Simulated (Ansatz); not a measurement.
Si₃N₄: gradients before and after relaxing the atoms

Start: an entry of the Crystallography Open Database (COD), taken as it stands.

Space group P6_3/m (No. 176); a = 7.6018, c = 2.9066 Å, γ = 120.00°.

```
site  Wyckoff  site symmetry       x       y       z
  Si       6h            m..  0.1773  0.7677  0.2500
  N7       2c           -6..  0.3333  0.6667  0.2500
  N9       6h            m..  0.3337  0.0323  0.2500
```

One atom of each set is listed.

Method: Kohn–Sham DFT in Ansatz, PBE, plane waves and PAW, scalar-relativistic, 420 eV cutoff, Γ-centred 4×4×10 k-points, Fermi–Dirac smearing 0.02 eV.

The largest force at the start is 0.96 eV/Å. Relaxing the ions at fixed cell moves them by 0.027 Å at most (atom 13, N) and 0.025 Å rms. End positions:

Si (0.1737, 0.7676, 0.2500)
N7 (0.3333, 0.6667, 0.2500)
N9 (0.3297, 0.0296, 0.2500)

| site | moved (Å) | first shell before | first shell after | V_zz before (10²¹ V/m²) | η before |
| --- | --- | --- | --- | --- | --- |
| Si | 0.027 | 4 N at 1.71–1.75 Å | 4 N at 1.73–1.74 Å | 1.37 | 0.70 |
| N7 | 0.000 | 3 Si at 1.71 Å | 3 Si at 1.73 Å | -4.56 | 0.00 |
| N9 | 0.027 | 3 Si at 1.74–1.75 Å | 3 Si at 1.74 Å | -5.07 | 0.01 |

Task: How do the gradients change?

Result: 

```json
{"site": "Si", "V_zz after": "0.98", "η after": "0.42", "change of V_zz": "-0.39"}
{"site": "N7", "V_zz after": "-4.87", "η after": "0.00", "change of V_zz": "-0.31"}
{"site": "N9", "V_zz after": "-4.93", "η after": "0.08", "change of V_zz": "+0.14"}
```

The largest change of V_zz is on Si, from 1.37 to 0.98. In per cent, |V_zz| changes by -28 on Si, -3 to +7 on N (all sites that start above 0.5). Where |V_zz| stays above 0.1, η moves most on Si, from 0.70 to 0.42.

At this cell the PBE pressure is 6 GPa, so with PBE the cell would grow if it were relaxed.
